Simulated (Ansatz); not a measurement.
C in space group P6_3/mmc (No. 194; C on 6h), PBE (plane waves, PAW; program Ansatz). The conduction-band minimum lies at Γ, with 1 equivalent valley. Second derivatives d²E/dk² of the lowest band at one valley (eV·Å²), along Cartesian directions:

```tsv
direction	d²E/dk²
[100]	53.35
[010]	53.35
[001]	6.201
[110]	53.35
[101]	29.80
[011]	29.80
```

### Question
Find the principal effective masses, the density-of-states mass and the conductivity mass.

### Answer
Off-diagonal terms follow from H_xy = H[110] − (H_xx + H_yy)/2, and m*/mₑ = 7.620 eV·Å² over each eigenvalue: 0.14, 0.14, 1.2. One valley's DOS mass (m₁m₂m₃)^(1/3) = 0.29, conductivity mass 3/(Σ 1/mᵢ) = 0.20 mₑ.

### Question
What effective density of states Nc follows at 300 K for parabolic valleys?

### Answer
Nc = 2.509e19 × 1 × (0.29)^(3/2) ≈ 3.9e18 cm⁻³.

The start of the workflow was typed in or built on a structure type. Its sites differ from those of the usual phase in this space group: another stacking or structure type. The PBE relaxation kept the symmetry of its start; its stability against distortions is not shown here.

Potentials: the earlier of the program's two PAW sets.

Edges and masses are those of Kohn–Sham bands, whose gap is no quasiparticle gap.
